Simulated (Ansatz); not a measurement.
## Pb₂O: pressure against volume

Pb₂O, Pn-3m, a = 5.412 Å. The structure is a COD entry; whether it is the stable form wasn't checked. Ansatz: r2SCAN, PAW, 500 eV, Γ-centred 8×8×8 mesh on 6 atoms, Gaussian smearing 0.10 eV; no spin polarisation. Symmetry fixes shape and atoms, so the cell is only scaled; pressure is positive in compression.

```
V (Å³/atom) P (GPa)
     24.836        ?
     25.629     1.74
     26.422    -0.02
     27.214    -1.52
     28.007    -2.80
```

Question: Take V0 = 26.422 Å³/atom, count pressures from its P0 = -0.02 GPa, fit the third-order Birch–Murnaghan form to the other rows, and predict the missing pressure.

Answer: With the Eulerian strain f = ½[(V0/V)^(2/3) − 1] and y = (P − P0)/[3f(1 + 2f)^(5/2)], the form is the line y = B0 + 1.5 B0 (B0′ − 4) f. Rows (f, y): 0.01026, 54.3; -0.00975, 53.9; -0.01905, 53.6. Means f = -0.006180, y = 53.933; Σ(Δf)² = 0.0004487, ΣΔfΔy = 0.01044; the slope is their ratio. y = 54.08 + 23.26 f GPa, so B0 = 54.1 GPa and B0′ = 4 + 2 × (23.26)/(3 × 54.08) = 4.29. At V = 24.836, f = 0.02107, y = 54.57 and P = 3.80 GPa. The run gave 3.80 GPa, the same to the digits shown. The form still works here, 33 % of the fitted range beyond its end.

Spin–orbit coupling is left out, which can shift energies with elements as heavy as these.

Cost: 5 runs of about 9.6 core-minutes in all, on Intel Xeon Processor @ 2.50GHz (Skylake/Cascade Lake) (shared hosts).